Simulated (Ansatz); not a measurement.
**PbTe₂ in the fluorite structure**

Level of theory: DFT, PBEsol, scalar-relativistic, no spin polarisation; plane waves to 420 eV with PAW datasets (Ansatz 0.2.0), 8×8×8 k-mesh, Gaussian smearing of 0.05 eV. The datasets are Ansatz's generated set soft_2.

```
CELL_PARAMETERS angstrom
0.00000 3.73237 3.73237
3.73237 0.00000 3.73237
3.73237 3.73237 0.00000
ATOMIC_POSITIONS crystal
Pb 0.00000 0.00000 0.00000
Te 0.25000 0.25000 0.25000
Te 0.75000 0.75000 0.75000
```

This is a trial structure made by placing the elements on a prototype's sites, so it needn't be the stable form.

The cell above was scaled in volume, its shape and atoms being fixed by the lattice's symmetry. Energies are counted from the cell above.

The cell is relaxed to zero pressure at this level.

```
V (Å³/atom)  ΔE (meV/atom)  P (GPa)
      33.28            6.6      1.7
      33.97            1.4      0.8
      34.66            0.0     -0.1
      35.36              ?        ?
      36.05            7.2     -1.5
```

(1) Fill in the withheld row.

(2) What do the points give for the equilibrium volume, the bulk modulus and its pressure derivative (third-order Birch–Murnaghan)?

Answers:

(1) ΔE (meV/atom): 2.1, P (GPa): -0.8.

(2) V0 = 34.57 Å³/atom, B0 = 40 GPa, B0′ = 5.7.

B0·V0 = 40.2 GPa × 34.57 Å³ = 8.67 eV/atom sets the scale: near the minimum ΔE ≈ ½ B0 V0 x², with x = V/V0 − 1, and a pressure of 0.4 GPa squeezes the volume by about 1 %. At the ends of the curve: x = −3.8 % predicts 6.1 meV/atom and the run gives 6.6; x = +4.3 % predicts 7.9 meV/atom and the run gives 7.2. The curve is steeper than the parabola on the compressed side and flatter on the expanded side: the bulk modulus rises with pressure.

These numbers lack spin–orbit coupling. The run is a metal.
